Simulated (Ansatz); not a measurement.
Input file for Ansatz (a quantum-chemistry and plane-wave program):

Ansatz 0.2 input:
```yaml
crystal:
  lattice:
    - [5.740981973, 1.769400821, 0.0]
    - [-5.740981973, 1.769400821, 0.0]
    - [-0.0186929042, 0.0, 4.2994488371]
  atoms:
    - { symbol: V, position: [0.3517673901, 0.6482326099, 0.3900135613] }
    - { symbol: V, position: [0.6482326099, 0.3517673901, 0.6099864387] }
    - { symbol: O, position: [0.5, 0.5, 0.5] }
    - { symbol: O, position: [0.8185986231, 0.1814013768, 0.4975896934] }
    - { symbol: O, position: [0.1814013768, 0.8185986231, 0.5024103066] }
    - { symbol: O, position: [0.3539382405, 0.6460617595, 0.0237843063] }
    - { symbol: O, position: [0.6460617595, 0.3539382405, 0.9762156937] }
kpoints:
  mp_grid: { grid: [8, 8, 7] }
hamiltonian:
  xc: r2scan
  dispersion: d4
  pseudopotentials: { kind: paw }
scf:
  occupations: { method: fixed }
checkpoint: { read: static.run }
output: { bader: true, populations: true }
```

Output (shortened):

```
Pseudopotential: V, paw, valence charge 13
Pseudopotential: O, paw, valence charge 6
Functional definition: r2SCAN
Crystal: 7 atoms, lattice volume = 87.348 Å³
Basis set: ecut = 500 eV, 2203 PW (Γ), exchange–correlation on 180×180×128 points (64 copies of the dense FFT grid, shifted against one another)
Bands: 35, of which v1, the nominal top of the filled ones, is band 28 counted from 1 (27 counted from 0)
Symmetry: 4 space group operations
Space group: C2/m (ITA 12), of the structure as read, at distance tolerance 4.4e-5 Å
k-points: 129 of 448
Stability of the state it starts from, as read at its close in the unpolarized treatment …
iter 1 solved again at ethr=3.23e-8 eV; its pass at ethr=3.10e-3 eV (dr2=1.81e-5 eV) is discarded
SCF iter   1: F=—  HF=-8681.760701 eV  |F-HF|=—  |Δ(HF+E_count)|=         —  Δρ=3.78e-7  dr2=9.03e-11  dr2_τ=8.62e-12  ethr=3.23e-8  ⟨swp⟩=3.6  Hψ=27689  notcnv=0  defer=645
preconditioner: auto → Resta (q_TF=auto, 2.533 Å⁻¹)
SCF iter   2: F=-8681.760701 eV  HF=-8681.760701 eV  |F-HF|=1.71e-10  |Δ(HF+E_count)|=   1.16e-8  Δρ=4.99e-7  dr2=2.06e-10  dr2_τ=1.86e-11  ethr=1.00e-12  ⟨swp⟩=9.1  Hψ=17259  notcnv=0
SCF 1 converged in 2 iterations: F = -8681.760701 eV  dr2 = 2.06e-10
SCF converged after 2 iterations
Free energy (F): -8681.760701 eV
Harris-Foulkes:  -8681.760701 eV  (|F-HF|=1.71e-10)
Internal energy: -8681.760701 eV  (E = F + TS)
E sigma→0 (E₀):  -8681.760701 eV
Fermi energy:    4.253740 eV
--- Per-component energies (eV) ---
  E_band       = -754.806221
  E_kinetic    = 1549.880531
  E_local      = -5510.584194  (includes V_loc(G=0)·N_el)
  E_nonlocal   = 133.214582
  E_hartree    = 2244.788165
  E_xc         = -618.444610
  E_vxc        = -896.008475  (∫ρ·V_xc dr)
  E_paw        = -3034.241815  (= ΣΔE_a)
  E_vpaw       = -580.684965  (= ΣTr[D̂ρ^β])
  E_aug_tail   = 0.005377  (compensation charges beyond the density's cutoff)
  E_vtau       = 59.794115  (kinetic-family band-sum trace: ∫τ·v_τ [+ j·A + Jᵃ·Aᵃ] dr)
  E_ewald      = -3445.220365
  E_disp       = -0.467105  (pairwise vdW)
  E_core_change = -0.691266  (= ΣΔE_core)
  E_smearing   =  0.000000  (= −TS)
  E_closure    =  0.000000  (closes the sum)
  Σ components = -8681.760701   (vs F -8681.760701, Δ=0.00e0)
  [band-id]    e_kinetic+e_local+e_nonlocal+2·e_hartree+e_vxc+e_vpaw+e_augmentation_tail+e_vtau = -754.806700   (vs E_band -754.806221, Δ=-4.79e-4)
--- Band table (eV; the first three rows and the last of 129) ---
  k-point 0: bands = ["-62.4069", "-62.3930", "-35.3172", "-35.3050", "-35.1930", "-35.0637", "-35.0573", "-35.0251", "-14.6367", "-13.4101", "-13.1976", "-12.7956", "-12.6555", "-0.4628", "-0.2894", "-0.2182", "1.2257", "1.4787", "1.5713", "1.7041", …
  k-point 1: bands = ["-62.4069", "-62.3929", "-35.3181", "-35.3064", "-35.1929", "-35.0636", "-35.0573", "-35.0250", "-14.6141", "-13.4008", "-13.1909", "-12.7967", "-12.6334", "-0.4789", "-0.3307", "-0.2155", "0.7926", "1.0610", "1.5769", "1.6529", …
  k-point 2: bands = ["-62.4069", "-62.3929", "-35.3200", "-35.3095", "-35.1925", "-35.0635", "-35.0574", "-35.0250", "-14.5631", "-13.3814", "-13.1748", "-12.7995", "-12.5813", "-0.5143", "-0.4533", "-0.2315", "0.3018", "0.6639", "1.1204", "1.3764", …
  k-point 128: bands = ["-62.4060", "-62.3938", "-35.3231", "-35.3168", "-35.1470", "-35.0970", "-35.0657", "-35.0226", "-14.4101", "-13.3857", "-13.2836", "-12.7640", "-12.5757", "-0.6423", "-0.5418", "-0.2970", "-0.0017", "0.4572", "1.2765", "1.5792", …
--- Löwdin populations: 7 sites ---
  site symbol       q [e]
     0      V     11.5215
     1      V     11.5215
     2      O      6.5814
     3      O      6.6975
     4      O      6.6975
     5      O      6.3939
     6      O      6.3939
  spilling = 0.003442 (of n_electrons = 56.000000)
--- Bader charges: 7 sites ---
  site symbol  charge [e]  shift [e]
     0      V      2.3220     0.0089
     1      V      2.3220     0.0089
     2      O     -0.9802     0.0041
     3      O     -1.0958     0.0017
     4      O     -1.0958     0.0017
     5      O     -0.7361     0.0052
     6      O     -0.7361     0.0052
  shift: an alarm, by how much a part of what the PAW files miss would move the charge. Where it is large, compare
  with a run on PAW files of another source; a small one proves nothing
  estimated error of the sums over rays = 5.3e-4 e
```

Cost: very roughly 60 core-seconds on shared cores.

The first step of the workflow began from a Materials Project structure, measured or hypothetical; the Crystallography Open Database copy checked does not list it. COD files the formula under space group No. 31, 59, so this cell is another polymorph or a model. Whether it is the stable phase at ambient conditions was not checked. Symmetry was held in the r²SCAN+D4 relaxation; its stability against distortions is not shown here. No spin polarisation was allowed. No Hubbard U is applied.

Potentials: the later of the program's two PAW sets.

Ansatz is a plane-wave DFT program.
